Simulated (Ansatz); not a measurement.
MnGa2S4:
```
CELL_PARAMETERS angstrom
     -2.72901     2.72901     5.13939
      2.72901    -2.72901     5.13939
      2.72901     2.72901    -5.13939
ATOMIC_POSITIONS crystal
  Mn 0.25000 0.75000 0.50000
  Ga 0.75000 0.25000 0.50000
  Ga 0.50000 0.50000 0.00000
  S  0.37976 0.87901 0.02068
  S  0.12099 0.14167 0.50075
  S  0.85833 0.35908 0.97932
  S  0.64092 0.62024 0.49925
```
The run is spin-polarised; directions of the spins, atom by atom: ↑ 0 0 0 0 0 0.

Relaxed with r²SCAN.

**Question.** Map the spin density (μB/Å³) on the plane through (0.250, 0.750, 0.500) spanned by u = [1, 1, 0] and v = [1, -1, 0] in lattice vectors, from r²SCAN (plane waves, PAW; program Ansatz).

**Answer.** x is the fraction of u, y of v (the angle between them is 90°; rows are the nearest grid lines); atoms in the plane: Mn at (0.00, 0.00), Mn at (0.50, 0.50), Ga at (0.00, 0.50), Ga at (0.50, 0.00), S at (0.13, 0.74), S at (0.63, 0.24), S at (0.13, 0.26), S at (0.63, 0.76).
```
|@*:                                  :*@|
|-:.                                  .:-|
|..                                    ..|
|                                        |
|                                        |
|                                        |
|                                        |
|                                        |
|                                        |
|                                        |
|                   ..                   |
|                  :**:                  |
|                  :**:                  |
|                   ..                   |
|                                        |
|                                        |
|                                        |
|                                        |
|                                        |
|                                        |
|                                        |
|..                                    ..|
|-:.                                  .:-|
|@*:                                  :*@|
```
Scale: ten equal steps from -0.017 (start of ' ') to 9.12 (end of '@'), in the order ' .:-=+*#%@'; x runs from 0.000 to 1.00, y from 0.000 (bottom) to 1.00 (top).

The density is the valence pseudo-density with augmentation charge, so density and ELF within about 1 Å of a nucleus are not all-electron values.

Space group I-4. The workflow started from a Materials Project entry (that database holds measured and hypothetical structures alike); the Crystallography Open Database copy checked does not list it. COD files the formula under space group No. 15. Its standing as an ambient phase is unchecked. Symmetry was held in the r²SCAN relaxation; whether a distortion lowers the energy is not shown. Spin order of the final state: ferromagnetic, chosen from 3 collinear starts compared on coarse meshes (ties went to the first, and starts can fall back to one state), not a proven ground state. Other orbital occupations within this spin state were not tried. No Hubbard U is applied.

Potentials: the later of the program's two PAW sets.
